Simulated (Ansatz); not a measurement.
Zr2C:
```
CELL_PARAMETERS angstrom
      3.60192     0.00000     0.00000
      0.00000     3.60192     0.00000
      0.00000     0.00000     6.90406
ATOMIC_POSITIONS crystal
  Zr 0.00000 0.00000 0.00000
  Zr 0.50000 0.50000 0.00000
  Zr 0.50000 0.00000 0.36982
  Zr 0.00000 0.50000 0.63018
  C  0.50000 0.00000 0.72923
  C  0.00000 0.50000 0.27077
```

Relaxed with PBEsol. Special points in fractions of this cell's reciprocal vectors: Γ (0.000, 0.000, 0.000); X (0.000, 0.500, 0.000); M (0.500, 0.500, 0.000); Z (0.000, 0.000, 0.500); R (0.000, 0.500, 0.500); A (0.500, 0.500, 0.500).

Task: List the band energies nearest the Fermi level at these points for plane-wave PAW PBEsol (Ansatz code).

Result: In eV from the Fermi level; about four levels below and three above (degenerate sets whole), none deeper than 8.9 eV; points with the same levels are listed once.

```csv
k,below,above
Γ,-2.06 -1.21 -0.63 -0.63,0.96 0.98 0.98
X,-1.08 -1.08 -0.13 -0.13,1.39 1.39 2.46 2.46
M,-0.94 -0.94 -0.54 -0.54,0.39 0.39 3.32 3.32
Z,-1.25 -1.21 -1.21 -1.12,0.08 0.89 0.89
R,-2.58 -2.58 -0.95 -0.95,0.49 0.49 1.08 1.08
A,-0.71 -0.71 -0.70 -0.70,3.57 3.57 3.61 3.61
```

Space group P4/nmm. A made-up cell: these elements were put on the sites of a structure type; neither database checked (COD, Materials Project) lists it. Whether it is the stable phase at ambient conditions was not checked. Symmetry was held in the PBEsol relaxation; its stability against distortions is not shown here. The run is not spin-polarised. Spin–orbit coupling is left out wherever it is not named.

Potentials: the earlier of the program's two PAW sets. The files were generated under PBE; for other functionals the program regenerates the frozen cores, and for LDA and PBEsol the local potential too.
